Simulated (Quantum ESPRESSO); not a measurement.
Space group F-43m (No. 216); a = b = c = 7.3320 Å, α = β = γ = 90.00°

```tsv
atom	site	symmetry	x	y	z
H	16e	.3m	0.5966	0.5966	0.5966
B	4b	-43m	0.5000	0.5000	0.5000
Cs	4a	-43m	0.0000	0.0000	0.0000
```
(The calculation used a cell of 6 atoms; values per cell refer to that cell.)

The geometry is that of Materials Project entry mp-1225884, symmetrised and not relaxed again.

Question: What does PBEsol (pw.x of Quantum ESPRESSO, ONCV potentials, with spin-orbit coupling) give for the electronic structure near the Fermi level?

Answer: The PBEsol gap is 5.51 eV and nearly direct: the edges lie at W and X, the smallest direct gap within 0.02 eV of it. Another valence extremum on the path lies within 0.02 eV, too close to call. 

The structure is a Materials Project entry; no match was found in the copy of COD used, and its stability was not checked.
